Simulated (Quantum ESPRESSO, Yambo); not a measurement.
GaAlP2 (space group P-4m2, No. 115) under isotropic strain (on all lattice vectors), counted from the cell relaxed with PBEsol, atoms relaxed at each step. PBEsol (pw.x of Quantum ESPRESSO, ONCV potentials, no spin-orbit coupling); G0W0 in Yambo (4×4×4 Γ-centred k mesh, 147 bands and a 8 Ry block in the screening, 147 bands in G with the Bruneval-Gonze terminator, plasmon pole fitted at 27.2 eV).

```csv
strain (%),PBEsol gap (eV),kind,G0W0 direct gap (eV)
-3,1.28,indirect,2.26 at Γ
-1.5,(withheld),indirect,(withheld)
-0.7,1.43,near tie,2.34 at Γ
0,1.47,near tie,2.36 at Γ
+1,1.52,near tie,2.38 at Γ
+2,1.48,indirect,2.37 at Γ
```

Question: Estimate the withheld gaps from the other strains; the computed values follow.

Answer: 
- -1.5, PBEsol gap (eV): 1.38
- -1.5, G0W0 direct gap (eV): 2.31 at Γ

GW, BSE and RPA settings are held fixed; their convergence isn't established. «Near tie»: competing band extrema lie within 0.03 eV. Strains are linear. The screening block changes size along the series (221 vectors at -3 %, 221 vectors at -1.5 %, 229 vectors at -0.7 %, 229 vectors at +0 %, 229 vectors at +1 %, 245 vectors at +2 %), which puts steps into the G0W0 values. Spin-orbit splittings are left out. Axes are Cartesian, with cell vectors (Å) (3.86, 0.00, 0.00), (0.00, 3.86, 0.00), (0.00, 0.00, 5.45).

The standard potential for Ga keeps a d shell in the valence without the s and p states of that shell. In tests on such compounds this moved G0W0 gaps by up to about 0.9 eV, so absolute quasiparticle energies here are unreliable; differences between settings are what counts.

The structure is a Materials Project entry; no match was found in the copy of COD used, and its stability was not checked.
